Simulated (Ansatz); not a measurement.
The relaxed structure here is a generated cell of Te2Mo: the first start was made by placing the elements on the sites of a structure type, and the end was not matched to a known phase here, so it may be hypothetical. Known forms of Te2Mo include space group No. 194.

The end point of a relaxation of Te2Mo. Space group Pnnm (No. 58), AFLOW prototype AB2_oP6_58_a_g (as in Fe2C). Calculation: PBEsol (plane waves to 420 eV, PAW, scalar-relativistic; Ansatz, a first-principles code).

```cif
data_Mo2Te4
_chemical_formula_sum 'Mo2 Te4'
_space_group_name_H-M_alt 'Pnnm'
_space_group_IT_number 58
_space_group_name_Hall '-P 2 2n'
_cell_length_a 5.96679
_cell_length_b 6.75756
_cell_length_c 3.43742
_cell_angle_alpha 90.000
_cell_angle_beta 90.000
_cell_angle_gamma 90.000
loop_
_atom_site_label
_atom_site_type_symbol
_atom_site_symmetry_multiplicity
_atom_site_Wyckoff_symbol
_atom_site_fract_x
_atom_site_fract_y
_atom_site_fract_z
_atom_site_occupancy
Mo1 Mo 2 a 0.00000 0.00000 0.00000 1
Te1 Te 4 g 0.19338 0.64588 0.00000 1
```

```yaml
volume_per_atom: 23.10 Å³
density: 8.41 g/cm³
band_gap: no gap (metallic)
shortest_distances: Mo–Te 2.66 Å; Te–Te 3.04 Å; Mo–Mo 3.44 Å
k-mesh: 8×7×14
```

Band energies at high-symmetry points (eV from the Fermi level; labels of this space group; no spin-orbit coupling), from −5 eV up to 3.9 eV:

```tsv
point	energies
Γ	-4.49 -4.37 -3.75 -3.46 -2.25 -2.15 -1.85 -1.31 -0.78 -0.61 -0.07 0.02 0.19 0.87 1.02 1.27 2.37
X	-3.66 -3.66 -3.50 -3.50 -2.35 -2.35 -1.38 -1.38 -1.30 -1.30 -0.64 -0.64 1.54 1.54 1.70 1.70 3.06 3.06 3.49 3.49
S	-4.19 -4.19 -2.68 -2.68 -2.46 -2.46 -2.15 -2.15 -1.66 -1.66 -0.01 -0.01 0.79 0.79 1.57 1.57 3.46 3.46 3.67 3.67
Y	-4.47 -4.47 -3.58 -3.58 -2.14 -2.14 -1.56 -1.56 -0.92 -0.92 -0.73 -0.73 1.27 1.27 1.34 1.34 2.63 2.63 3.76 3.76
Z	-4.89 -4.89 -3.91 -3.91 -3.74 -3.74 -3.52 -3.52 -1.74 -1.74 -0.39 -0.39 1.40 1.40 1.69 1.69 1.88 1.88 2.97 2.97
U	-4.32 -4.32 -3.99 -3.99 -3.02 -3.02 -1.07 -1.07 -0.41 -0.41 0.67 0.67 1.59 1.59 2.42 2.42
R	-3.68 -3.68 -3.61 -3.61 -2.32 -2.32 -1.55 -1.55 -0.57 -0.57 0.83 0.83 1.59 1.59 2.67 2.67 3.76 3.76
T	-4.54 -4.54 -4.08 -4.08 -3.65 -3.65 -2.11 -2.11 -2.11 -2.11 -1.35 -1.35 1.05 1.05 1.59 1.59 3.04 3.04 3.38 3.38
```

No spin polarisation in the result.

The run could not lose the symmetry of its start, so the end can be a saddle point.
